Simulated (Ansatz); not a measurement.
FeP2:
```cif
data_Fe2P4
_chemical_formula_sum 'Fe2 P4'
_space_group_name_H-M_alt 'Pnnm'
_space_group_IT_number 58
_space_group_name_Hall '-P 2 2n'
_cell_length_a 4.92778
_cell_length_b 5.63336
_cell_length_c 2.71774
_cell_angle_alpha 90.000
_cell_angle_beta 90.000
_cell_angle_gamma 90.000
loop_
_atom_site_label
_atom_site_type_symbol
_atom_site_symmetry_multiplicity
_atom_site_Wyckoff_symbol
_atom_site_fract_x
_atom_site_fract_y
_atom_site_fract_z
_atom_site_occupancy
Fe1 Fe 2 a 0.00000 0.00000 0.00000 1
P1 P 4 g 0.17131 0.36923 0.00000 1
```

Relaxed with r²SCAN.

### Question
Which orbitals make up the states near the band edges in the program Ansatz at the r²SCAN level (PAW)?

### Answer
Top 1 eV of the valence band: Fe 3d 74 %, P 3p 21 %. Bottom 1 eV of the conduction band: Fe 3d 70 %, P 3p 25 %. Projections are on Löwdin-orthogonalised atomic valence shells; empty p or d shells of many metals are not among them.

### Question
Tabulate the density of states.

### Answer
States/eV per cell of 6 atoms, in 0.25 eV bins, energy from the valence-band maximum.

```tsv
E (eV)	total	Fe 3d	P 3p	P 3s
-7.85	0.00	0.00	0.00	0.00
-7.60	0.00	0.00	0.00	0.00
-7.35	0.00	0.00	0.00	0.00
-7.10	0.06	0.00	0.05	0.00
-6.85	0.85	0.09	0.66	0.04
-6.60	1.97	0.25	1.51	0.11
-6.35	1.83	0.23	1.39	0.11
-6.10	1.93	0.26	1.45	0.13
-5.85	2.41	0.34	1.78	0.16
-5.60	2.82	0.44	2.04	0.19
-5.35	2.15	0.40	1.45	0.19
-5.10	2.30	0.49	1.48	0.20
-4.85	2.76	0.66	1.76	0.20
-4.60	2.32	0.60	1.42	0.17
-4.35	2.14	0.62	1.24	0.16
-4.10	2.69	0.81	1.54	0.20
-3.85	3.20	1.02	1.82	0.20
-3.60	3.18	1.13	1.75	0.16
-3.35	4.03	1.59	2.13	0.15
-3.10	4.54	1.97	2.25	0.14
-2.85	5.95	2.54	3.01	0.17
-2.60	4.71	1.97	2.39	0.15
-2.35	4.57	2.17	2.04	0.16
-2.10	3.93	1.84	1.76	0.14
-1.85	4.42	2.35	1.74	0.13
-1.60	5.37	3.35	1.66	0.12
-1.35	7.42	5.25	1.76	0.14
-1.10	9.55	7.20	1.78	0.18
-0.85	6.62	4.78	1.46	0.13
-0.60	5.97	4.28	1.36	0.10
-0.35	7.98	5.85	1.70	0.14
-0.10	4.37	3.61	0.63	0.04
0.15	0.00	0.00	0.00	0.00
0.40	0.00	0.00	0.00	0.00
0.65	0.08	0.06	0.02	0.00
0.90	1.08	0.83	0.22	0.02
1.15	3.29	2.44	0.72	0.07
1.40	3.25	2.22	0.85	0.11
1.65	1.42	0.72	0.59	0.08
1.90	0.96	0.37	0.48	0.07
2.15	1.02	0.40	0.46	0.11
2.40	1.69	0.73	0.64	0.24
2.65	5.01	2.32	1.74	0.65
2.90	6.19	2.50	2.58	0.69
3.15	3.87	1.36	1.81	0.38
3.40	3.43	1.08	1.71	0.26
3.65	2.63	0.73	1.41	0.19
3.90	2.27	0.55	1.28	0.17
4.15	2.14	0.45	1.30	0.16
4.40	2.41	0.44	1.53	0.17
4.65	2.33	0.39	1.48	0.16
4.90	2.39	0.34	1.54	0.18
5.15	2.65	0.33	1.74	0.20
5.40	3.48	0.42	2.21	0.26
```

The first step of the workflow began from a Materials Project structure, measured or hypothetical; the Crystallography Open Database copy checked does not list it. Its standing as an ambient phase is unchecked. The r²SCAN relaxation kept the symmetry of its start; whether a distortion lowers the energy is not shown. The run is not spin-polarised.

Potentials: the later of the program's two PAW sets.
